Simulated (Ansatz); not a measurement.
AlN (zinc blende)

```yaml
crystal:
  lattice:
    - [0.00000, 2.20161, 2.20161]
    - [2.20161, 0.00000, 2.20161]
    - [2.20161, 2.20161, 0.00000]
  atoms:
    - { symbol: N, position: [0.75000, 0.75000, 0.75000] }
    - { symbol: Al, position: [0.00000, 0.00000, 0.00000] }
```

Equation-of-state scan: isotropic scaling of the cell above, V₀ being its volume. Symmetry pins the atoms to their sites.

All values below come from PBE (plane waves to 420 eV, PAW, scalar-relativistic; Ansatz, a quantum-chemistry and plane-wave program). k mesh 13×13×13 (Γ-centred), Fermi-Dirac smearing 0.05 eV. E stands for the smeared free energy. AlN was relaxed with its symmetry unable to fall. ΔE is measured from the relaxed starting cell.

```json
[
 {"V (Å³/atom)": "8.964", "ΔE (meV/atom)": "217.6"},
 {"V (Å³/atom)": "9.249", "ΔE (meV/atom)": "143.8"},
 {"V (Å³/atom)": "9.533", "ΔE (meV/atom)": "87.7"},
 {"V (Å³/atom)": "9.818", "ΔE (meV/atom)": "47.0"},
 {"V (Å³/atom)": "10.102", "ΔE (meV/atom)": "19.9"},
 {"V (Å³/atom)": "10.387", "ΔE (meV/atom)": "4.8"},
 {"V (Å³/atom)": "10.671", "ΔE (meV/atom)": "0.0"},
 {"V (Å³/atom)": "10.956", "ΔE (meV/atom)": "4.4"},
 {"V (Å³/atom)": "11.240", "ΔE (meV/atom)": "16.8"},
 {"V (Å³/atom)": "11.525", "ΔE (meV/atom)": "36.2"},
 {"V (Å³/atom)": "11.810", "ΔE (meV/atom)": "61.8"},
 {"V (Å³/atom)": "12.094", "ΔE (meV/atom)": "92.7"},
 {"V (Å³/atom)": "12.379", "ΔE (meV/atom)": "128.4"}
]
```

Q: What is the fitted pressure derivative B₀′?

A: 3.9.

Q: What bulk modulus B₀ follows from a third-order Birch-Murnaghan fit?

A: 192 GPa. Check by three points about V = 10.671 Å³/atom, step 0.285: d²E/dV² ≈ (4.8 − 2·0.0 + 4.4) meV / 0.285² = 0.114 eV/Å⁶, and V·d²E/dV² × 160.2 = 194 GPa.

(A scan under strain: stresses follow from slopes of the energy per volume, elastic moduli from its curvatures.)
